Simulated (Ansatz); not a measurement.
**Zone-centre phonons of BiClO: input and output**

The calculation used Ansatz, DFT LDA, scalar-relativistic, plane waves, PAW.

Launched with:
```bash
ansatz run input.yaml --threads 2 --pin off --max-ram 6144MiB --backend cpu --events-out ev --progress --plain --runs-dir out
```

Input (bare energies are in eV):
```yaml
crystal:
  lattice:
    - [3.8507655954, 0.0, 0.0]
    - [0.0, 3.8507655954, 0.0]
    - [0.0, 0.0, 7.1681285514]
  atoms:
    - { symbol: Bi, position: [0.5, 0.0, 0.3252958546] }
    - { symbol: Bi, position: [0.0, 0.5, 0.6747041454] }
    - { symbol: Cl, position: [0.0, 0.5, 0.1448653631] }
    - { symbol: Cl, position: [0.5, 0.0, 0.8551346369] }
    - { symbol: O, position: [0.0, 0.0, 0.5] }
    - { symbol: O, position: [0.5, 0.5, 0.5] }
basis:
  ecutwfc: 420
kpoints:
  mp_grid: { grid: [6, 6, 4] }
hamiltonian:
  xc: lda
scf:
  occupations: { method: fixed }
output:
  eigenvalues: true
phonons:
  method: dfpt
  dielectric: true
  rigid_motions: translations
  raman: true
  eigenvectors: true
```

The end of the output:
```
--- Phonons (Γ-DFPT): 6 representative perturbations + reference, on 56 of 144 k-points (Σ response iterations 20) ---
  k mesh reduced under 2 symmetry operations, with k and −k counted as one. Each operation leaves every solved perturbation unchanged. A smaller set is not considered because the run solves the response ...
  ASR residual: 1.471e-4 → 0.000e0 eV/Å²; symmetrization residual: 5.736e-6 eV/Å²
  ASR residual per site (eV/Å²): 1.30e-4 1.30e-4 1.18e-4 1.18e-4 1.47e-4 1.47e-4
  Γ frequencies (cm⁻¹): 0.00 0.00 0.00 75.70 75.70 101.36 101.36 133.43 150.10 156.48 156.48 197.63 302.38 302.38 402.70 452.62 452.62 476.39
  ε∞ (high-frequency dielectric tensor):
        6.844886    -0.000000    -0.000000
       -0.000000     6.844886    -0.000000
       -0.000000    -0.000000     5.561382
  ε⁰ (static dielectric tensor: ions relaxed, cell fixed):
       44.352236    -0.000000    -0.000000
       -0.000000    44.352236     0.000000
       -0.000000     0.000000    14.123106
  ε⁰ − ε∞ (ionic part):
       37.507350    -0.000000    -0.000000
       -0.000000    37.507350     0.000000
       -0.000000     0.000000     8.561724
  softest optical mode at Γ: 75.70 cm⁻¹; the repairs (sum rule, projections) moved no ω² at Γ by more than (2.06 cm⁻¹)²
  Born effective charges Z* (e; rows j = field, columns β = displacement):
    site 0:
         5.38411    0.00000   -0.00000
        -0.00000    5.38411   -0.00000
        -0.00000   -0.00000    3.77306
    site 1:
         5.38411    0.00000   -0.00000
        -0.00000    5.38411   -0.00000
        -0.00000   -0.00000    3.77306
    site 2:
        -2.08806    0.00000    0.00000
         0.00000   -2.08806   -0.00000
         0.00000   -0.00000   -1.50736
    site 3:
        -2.08806    0.00000    0.00000
         0.00000   -2.08806    0.00000
         0.00000   -0.00000   -1.50736
    site 4:
        -3.29606   -0.00000    0.00000
        -0.00000   -3.29606    0.00000
         0.00000    0.00000   -2.26570
    site 5:
        -3.29606   -0.00000    0.00000
        -0.00000   -3.29606    0.00000
         0.00000    0.00000   -2.26570
  Z* charge neutrality: 3.944e-3 e pre-enforcement
  solved inside a basis spanned on kpoints, on 10×10×6 k-points: ε∞ is read to err by 2.2e-2, Z* by 2.1e-2 e (field_mesh: kpoints solves on kpoints); Z* is corrected for what the basis lacks
  Raman tensors (in the event stream and the table raman_tensors.tsv): an entry may err by 2.4e-2 Å², one of the second-order susceptibility by 2.1e-18 pm/V (basis, points and sum rule); their sum over the sites missed zero by 2.220e-15 Å² ...
  optical modes at Γ without the LO–TO term, one row a degenerate level:
      ω (cm⁻¹) modes IR ((D/Å)²/amu) static Raman (Å⁴/amu) depolarisation
         75.70      2             0.0000                10.9039           0.750
        101.36      2            32.2834                 0.0000               —
        133.43      1             6.4633                 0.0000               —
        150.10      1             0.0000               124.6521           0.067
        156.48      2             0.0000                14.2629           0.750
        197.63      1             0.0000                77.1393           0.585
        302.38      2            54.5316                 0.0000               —
        402.70      1             0.0000                 9.6921           0.750
        452.62      2             0.0000                11.9715           0.750
        476.39      1            14.4423                 0.0000               —
  optical modes at Γ + LO–TO along q̂ = [1.0000, 0.0000, 0.0000]:
      ω (cm⁻¹) modes IR ((D/Å)²/amu) static Raman (Å⁴/amu) depolarisation
         75.70      2             0.0000                10.9039           0.750
        101.36      1            16.1417                 0.0000               —
        133.43      1             6.4633                 0.0000               —
        150.10      1             0.0000               124.6521           0.067
        156.48      2             0.0000                14.2629           0.750
        175.23      1             2.5259                 0.0000               —
        197.63      1             0.0000                77.1393           0.585
        302.38      1            27.2658                 0.0000               —
        402.70      1             0.0000                 9.6921           0.750
        445.25      1            40.8816                 0.0000               —
        452.62      2             0.0000                11.9715           0.750
        476.39      1            14.4423                 0.0000               —
  optical modes at Γ + LO–TO along q̂ = [0.0000, 1.0000, 0.0000]:
      ω (cm⁻¹) modes IR ((D/Å)²/amu) static Raman (Å⁴/amu) depolarisation
         75.70      2             0.0000                10.9039           0.750
        101.36      1            16.1417                 0.0000               —
        133.43      1             6.4633                 0.0000               —
        150.10      1             0.0000               124.6521           0.067
        156.48      2             0.0000                14.2629           0.750
        175.23      1             2.5259                 0.0000               —
        197.63      1             0.0000                77.1393           0.585
        302.38      1            27.2658                 0.0000               —
        402.70      1             0.0000                 9.6921           0.750
        445.25      1            40.8816                 0.0000               —
        452.62      2             0.0000                11.9715           0.750
        476.39      1            14.4423                 0.0000               —
  optical modes at Γ + LO–TO along q̂ = [0.0000, 0.0000, 1.0000]:
      ω (cm⁻¹) modes IR ((D/Å)²/amu) static Raman (Å⁴/amu) depolarisation
         75.70      2             0.0000                10.9039           0.750
        101.36      2            32.2834                 0.0000               —
        150.10      1             0.0000               124.6521           0.067
        156.48      2             0.0000                14.2629           0.750
        190.06      1             3.9075                 0.0000               —
        197.63      1             0.0000                77.1393           0.585
        302.38      2            54.5316                 0.0000               —
        402.70      1             0.0000                 9.6921           0.750
        452.62      2             0.0000                11.9715           0.750
        532.98      1            16.9980                 0.0000               —
```

Time: 18 min on 2 threads of Intel(R) Xeon(R) Processor @ 2.50GHz (Skylake/Cascade Lake), on a shared host, peak memory 1.5 GiB.

Spin–orbit coupling is left out, which matters for heavy elements.